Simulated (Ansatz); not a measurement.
Data:

Ir (fcc (Cu type), Fm-3m), a = b = c = 3.8706 Å, α = β = γ = 90.00°; the cell used has 1 atom.

This is the PBE-relaxed structure.

Q: All from PBE in the plane-wave PAW code Ansatz, unless another level is named. Give the Young's modulus.

A: 548 GPa.

Q: What about the elastic constants (relaxed ions, GPa)?

A: C11 = 585, C12 = 229, C44 = 256.

The PBE relaxation kept the symmetry of its start. The run is not spin-polarised. As this level gives no gap, shear constants depend on the k-mesh and smearing (Fermi–Dirac, 0.1 eV here). Spin–orbit coupling is left out wherever it is not named.

Potentials: the later of the program's two PAW sets.
